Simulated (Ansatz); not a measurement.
HfCl$_{4}$:
Space group P2/c (No. 13); a = 6.1246 Å, b = 7.1350 Å, c = 6.0403 Å, α = 90.00°, β = 109.04°, γ = 90.00°

```
atom  site  symmetry       x       y       z
----  ----  --------  ------  ------  ------
Hf      2f         2  0.5000  0.3337  0.2500
Cl      4g         1  0.2668  0.6106  0.0045
Cl      4g         1  0.2390  0.1295  0.0124
```

Relaxed with LDA.

Question: Which orbitals make up the states near the band edges in LDA (plane waves, PAW; program Ansatz)?

Answer: Top 1 eV of the valence band: Cl 3p 95 %. Bottom 1 eV of the conduction band: Hf 5d 73 %, Cl 3p 21 %, outside the projected shells 5 %. Projections are on Löwdin-orthogonalised atomic valence shells; empty p or d shells of many metals are not among them.

Question: Tabulate the density of states.

Answer: States/eV per cell of 10 atoms, in 0.25 eV bins, energy from the valence-band maximum.

```
E (eV)  total  Cl 3p  Hf 5d  Hf 6s
------  -----  -----  -----  -----
-7.85    0.00   0.00   0.00   0.00
-7.60    0.00   0.00   0.00   0.00
-7.35    0.00   0.00   0.00   0.00
-7.10    0.00   0.00   0.00   0.00
-6.85    0.00   0.00   0.00   0.00
-6.60    0.00   0.00   0.00   0.00
-6.35    0.00   0.00   0.00   0.00
-6.10    0.00   0.00   0.00   0.00
-5.85    0.00   0.00   0.00   0.00
-5.60    0.00   0.00   0.00   0.00
-5.35    0.00   0.00   0.00   0.00
-5.10    0.00   0.00   0.00   0.00
-4.85    0.00   0.00   0.00   0.00
-4.60    0.00   0.00   0.00   0.00
-4.35    0.04   0.03   0.00   0.00
-4.10    4.85   3.72   0.37   0.55
-3.85    7.71   5.96   0.76   0.57
-3.60    3.12   2.42   0.34   0.16
-3.35   14.85  11.58   2.85   0.10
-3.10    8.67   6.85   1.56   0.06
-2.85   12.00   9.64   1.90   0.11
-2.60    7.69   6.41   1.03   0.05
-2.35   12.21  10.34   1.44   0.08
-2.10   10.14   8.69   1.10   0.05
-1.85   12.23  10.57   1.21   0.09
-1.60   12.38  10.98   1.02   0.07
-1.35   16.03  14.53   1.10   0.06
-1.10   17.70  16.36   1.02   0.03
-0.85   10.25   9.57   0.52   0.02
-0.60   15.92  15.10   0.62   0.01
-0.35   19.32  18.66   0.45   0.01
-0.10    6.88   6.74   0.08   0.00
0.15     0.00   0.00   0.00   0.00
0.40     0.00   0.00   0.00   0.00
0.65     0.00   0.00   0.00   0.00
0.90     0.00   0.00   0.00   0.00
1.15     0.00   0.00   0.00   0.00
1.40     0.00   0.00   0.00   0.00
1.65     0.00   0.00   0.00   0.00
1.90     0.00   0.00   0.00   0.00
2.15     0.00   0.00   0.00   0.00
2.40     0.00   0.00   0.00   0.00
2.65     0.00   0.00   0.00   0.00
2.90     0.00   0.00   0.00   0.00
3.15     0.00   0.00   0.00   0.00
3.40     0.00   0.00   0.00   0.00
3.65     1.37   0.31   0.96   0.01
3.90    12.56   2.79   8.88   0.10
4.15    12.79   2.46   9.56   0.09
4.40    13.07   2.68   9.57   0.15
4.65     8.20   1.88   5.82   0.04
4.90     0.01   0.00   0.01   0.00
5.15     0.00   0.00   0.00   0.00
5.40     0.00   0.00   0.00   0.00
5.65     0.00   0.00   0.00   0.00
5.90     0.00   0.00   0.00   0.00
6.15     3.09   0.51   1.70   0.05
6.40    12.13   2.20   6.59   0.23
6.65     6.45   1.47   3.32   0.18
6.90     9.21   2.34   4.72   0.24
7.15     1.83   0.44   0.80   0.17
7.40     0.63   0.10   0.08   0.29
7.65     0.98   0.13   0.07   0.45
7.90     2.27   0.25   0.11   0.81
8.15     3.24   0.34   0.12   1.05
8.40     4.34   0.40   0.15   1.21
```

The workflow started from a Materials Project entry (that database holds measured and hypothetical structures alike); the Crystallography Open Database files this formula in space group No. 13, but the cells were not matched. Whether it is the stable phase at ambient conditions was not checked. The cell was relaxed with LDA under the symmetry of its start; whether a distortion lowers the energy is not shown. The run is not spin-polarised. A crystal of weakly bound chains computed without a dispersion correction: the cell and the soft elastic constants depend strongly on that. Scalar-relativistic: spin–orbit coupling is off unless named, which matters more the heavier the elements.

Potentials: the earlier of the program's two PAW sets. The files were generated under PBE; for other functionals the program regenerates the frozen cores, and for LDA and PBEsol the local potential too.
